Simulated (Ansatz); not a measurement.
# SnTePbSe, first-principles data

SnTePbSe:
```
CELL_PARAMETERS angstrom
      2.18986     1.26431     7.14712
     -2.18986     1.26431     7.14712
      0.00000    -2.52863     7.14712
ATOMIC_POSITIONS crystal
  Sn 0.50618 0.50618 0.50618
  Te 0.75244 0.75244 0.75244
  Pb 0.99485 0.99485 0.99485
  Se 0.24654 0.24654 0.24654
```

Space group R3m (No. 160); conventional cell a = b = 4.3797 Å, c = 21.4413 Å, α = β = 90.00°, γ = 120.00°.

Method: PBEsol in the plane-wave PAW code Ansatz. The cell and atoms are relaxed at this level. Other levels are named where they apply.

**Cell and energy**

```yaml
volume_per_atom: 29.68 Å³
density: 7.45 g/cm³
Formation energy from the elements (no fitted shifts): -0.39 eV/atom
```

**Electronic structure**

```yaml
band_gap: 0.10 eV (smallest direct gap 0.11 eV)
valence_band_maximum: at F
conduction_band_minimum: off the standard path, at k = (-0.034, 0.474, 0.474) in fractions of the reciprocal vectors
electron_effective_mass: 0.046, 0.082, 1.0 mₑ (principal values)
HSE06 gap on the PBEsol cell: 0.35 eV
```

**Mechanics**

```yaml
Bulk modulus (Birch–Murnaghan fit): 49.5 GPa
Pressure derivative B′: 4.4
Elastic constants (relaxed ions, GPa): C11 = 87.3, C12 = 23.2, C13 = 37.7, C14 = 21.8, C33 = 70.5, C44 = 48.2
mechanical_stability: stable (all eigenvalues of C positive)
hill_bulk_and_shear_moduli: 49.1 and 29.6 GPa
Young's modulus: 74.1 GPa
Poisson's ratio: 0.25
debye_temperature_from_the_elastic_constants: 213 K
```

The first step of the workflow began from a Materials Project structure, measured or hypothetical; the Crystallography Open Database copy checked does not list it. Its standing as an ambient phase is unchecked. The PBEsol relaxation kept the symmetry of its start; whether a distortion lowers the energy is not shown. The references are the lowest solids computed at this level, not always the standard phases. Spin–orbit coupling is left out wherever it is not named.

Potentials: the later of the program's two PAW sets.
